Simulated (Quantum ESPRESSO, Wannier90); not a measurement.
# Wannier functions of CaSe (rock salt)

```
begin unit_cell_cart
ang
    0.0000000000    2.9702400000    2.9702400000
    2.9702400000    0.0000000000    2.9702400000
    2.9702400000    2.9702400000    0.0000000000
end unit_cell_cart
begin atoms_frac
Ca   0.0000000000  0.0000000000  0.0000000000
Se   0.5000000000  0.5000000000  0.5000000000
end atoms_frac
```

Cell from Materials Project (mp-1415), symmetrised, no further relaxation. COD (Crystallography Open Database) has an entry of this formula and space group (matched by these alone). Level: PBEsol, no spin polarisation, no spin-orbit coupling; pw.x of Quantum ESPRESSO at 69 Ry with PseudoDojo potentials, 10×10×10 k-points, Wannier90. Density: 10×10×10 mesh, cold smearing 0.01 Ry. Spin-orbit coupling, left out, would split the p-like bands by a few tenths of an eV.

Bands 10-13 form an isolated set from -11.78 to 0.00 eV relative to the valence-band maximum (on the path) and are turned into 4 Wannier functions by minimising the spread from the start: sp3 on Se.

**Question.** Where do the functions sit, how wide are they and what are they made of?

**Answer.** 
```json
[
 {"functions": "4", "spread (Å²)": "1.96", "nearest atom, distance (Å)": "Se 0.54", "second atom, distance (Å)": "Ca 2.69", "weight on atomic waves": "Se 4p 67 %, Se 4s 23 %, Ca 4s 6 %"}
]
```

Ω_I = 6.66 Å², Ω_total = 7.85 Å²; the interpolated bands follow pw.x to 0.6 meV rms on the path. It is the lowest total spread that any start reached here.
